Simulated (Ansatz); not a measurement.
# PbBrF: ab initio molecular dynamics

Theory: Ansatz, DFT PBEsol, scalar-relativistic, plane waves, PAW. Cutoff 420 eV, shifted (0.5, 0.5, 0.5 steps) 2×2×2 k-points, Fermi–Dirac smearing of 0.16 eV. The mesh is coarse. Spin–orbit coupling is left out, which matters for the heavy elements here. No spin polarisation.

18 atoms, starting at 1.06 times the perfect crystal's volume (space group P4/nmm, the cell as given, not relaxed at this level); Langevin thermostat at 1800 K (friction 0.005 fs⁻¹), fixed cell; 26 steps of 2 fs. The run is short and not equilibrated.

First frame:

```
CELL_PARAMETERS angstrom
-4.26198 4.26198 0.00000
0.00000 0.00000 -7.73886
-4.26198 -8.52396 0.00000
ATOMIC_POSITIONS crystal
Pb 0.50000 0.80500 0.50000
Pb 0.83333 0.80500 0.16667
Pb 0.16667 0.80500 0.83333
Pb 0.00000 0.19500 0.50000
Pb 0.33333 0.19500 0.16667
Pb 0.66667 0.19500 0.83333
Br 0.50000 0.35000 0.50000
Br 0.83333 0.35000 0.16667
Br 0.16667 0.35000 0.83333
Br 0.00000 0.65000 0.50000
Br 0.33333 0.65000 0.16667
Br 0.66667 0.65000 0.83333
F 0.16667 0.00000 0.33333
F 0.50000 0.00000 0.00000
F 0.83333 0.00000 0.66667
F 0.33333 0.00000 0.66667
F 0.66667 0.00000 0.33333
F 0.00000 0.00000 0.00000
```

```
Mean temperature over the second half                                                                                                                                                                                                                                                   : 1080 K
Mean pressure over the second half (kinetic part included)                                                                                                                                                                                                                              : -1.1 GPa
Mean potential energy above the perfect crystal (as given, at volume ratio 1; besides heat the difference comes from the volume, 6 % larger, and the crystal's own forces of up to 0.10 eV/Å and pressure of -1.4 GPa; its own run had another smearing, without effect beside its gap) : 98 meV/atom
Mean-square drift of Br from first to last step (mean shift of all atoms removed)                                                                                                                                                                                                       : 0.10 Å²
Mean-square drift of F from first to last step (mean shift of all atoms removed)                                                                                                                                                                                                        : 0.08 Å²
Mean-square drift of Pb from first to last step (mean shift of all atoms removed)                                                                                                                                                                                                       : 0.06 Å²
```

Pair distribution functions g(r), second half of the run, up to half the cell's height:

| r (Å) | F-F | F-Pb |
| --- | --- | --- |
| 2.05 | 0.0 | 0.0 |
| 2.15 | 0.0 | 1.3 |
| 2.25 | 0.0 | 0.7 |
| 2.35 | 0.0 | 4.7 |
| 2.45 | 0.0 | 5.4 |
| 2.55 | 0.0 | 6.0 |
| 2.65 | 0.0 | 7.4 |
| 2.75 | 4.0 | 3.4 |

Along the run (potential energy from its first value; pressure with the kinetic part):

```tsv
t (fs)	T (K)	ΔE_pot (meV/atom)	P (GPa)
0.0	1700	0.0	-3.0
2.0	1675	0.2	-3.0
4.0	1644	1.2	-3.0
6.0	1799	2.8	-2.8
8.0	1714	5.1	-2.8
10.0	1593	7.9	-2.8
12.0	1540	11.4	-2.7
14.0	1432	15.5	-2.6
16.0	1380	20.0	-2.5
18.0	1296	25.0	-2.4
20.0	1240	30.0	-2.3
22.0	1170	35.0	-2.2
24.0	1229	40.5	-2.0
26.0	1198	46.3	-1.9
28.0	1230	52.3	-1.7
30.0	1202	58.3	-1.6
32.0	1180	64.1	-1.4
34.0	1259	69.2	-1.2
36.0	1149	73.5	-1.2
38.0	1116	76.9	-1.1
40.0	1074	79.8	-1.0
42.0	1050	82.7	-0.9
44.0	966	85.6	-0.8
46.0	902	88.0	-0.8
48.0	952	89.9	-0.6
50.0	942	91.3	-0.5
52.0	904	92.1	-0.5
```

Cost: 1 run of about 6.6 core-minutes (earlier runs that led there not counted), on Arm Neoverse V2 (shared hosts).